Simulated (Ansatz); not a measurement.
Relaxed-ion elastic tensor of KCl (rock salt, Fm-3m) in GPa (Voigt order), r²SCAN in the plane-wave PAW code Ansatz; density 1.99 g/cm³, 31.15 Å³ per atom.

```json
[
 {"": "1", "1": "45.9", "2": "5.8", "3": "5.8", "4": "0.0", "5": "0.0", "6": "0.0"},
 {"": "2", "1": "5.8", "2": "45.9", "3": "5.8", "4": "0.0", "5": "0.0", "6": "0.0"},
 {"": "3", "1": "5.8", "2": "5.8", "3": "45.9", "4": "0.0", "5": "0.0", "6": "0.0"},
 {"": "4", "1": "0.0", "2": "0.0", "3": "0.0", "4": "6.5", "5": "0.0", "6": "0.0"},
 {"": "5", "1": "0.0", "2": "0.0", "3": "0.0", "4": "0.0", "5": "6.5", "6": "0.0"},
 {"": "6", "1": "0.0", "2": "0.0", "3": "0.0", "4": "0.0", "5": "0.0", "6": "6.5"}
]
```

Q: Is the crystal mechanically stable?

A: Yes: the smallest eigenvalue of C is 6.5 GPa.

Q: Work out the Voigt, Reuss and Hill averages.

A: K_V = 19.2, K_R = 19.2, K_H = 19.2; G_V = 11.9, G_R = 8.9, G_H = 10.4 GPa.

Q: Give Young's modulus, Poisson's ratio, Pugh's ratio and the universal anisotropy index.

A: E = 9KG/(3K + G) = 26.5 GPa; ν = 0.27; K/G = 1.84 (near the Pugh limit of 1.75, no verdict); A_U = 5G_V/G_R + K_V/K_R − 6 = 1.69.

Q: Estimate the sound speeds and the Debye temperature.

A: v_l = √((K + 4G/3)/ρ) = 4080 m/s, v_t = √(G/ρ) = 2290 m/s, mean 2550 m/s; Θ = (h/k)(3n/4πV)^(1/3) v_m = 241 K.

Q: Give the Zener ratio and Young's modulus along [100], [110] and [111].

A: A = 2C44/(C11 − C12) = 0.32; 1/E = S11 − 2(S11 − S12 − S44/2)Γ with Γ = 0, 1/4, 1/3 gives 44.6, 20.7, 17.5 GPa.

Q: Solve the Christoffel equation for the three sound speeds along [100], [110], [111].

A: Eigenvalues of C_ijkl n_j n_l equal ρv². In km/s, slowest first: [100] 1.81, 1.81, 4.81; [110] 1.81, 3.18, 4.04; [111] 2.80, 2.80, 3.74.

The cell was relaxed with r²SCAN under the symmetry of its start; phonons on a q-mesh show no instability.

Potentials: the later of the program's two PAW sets.
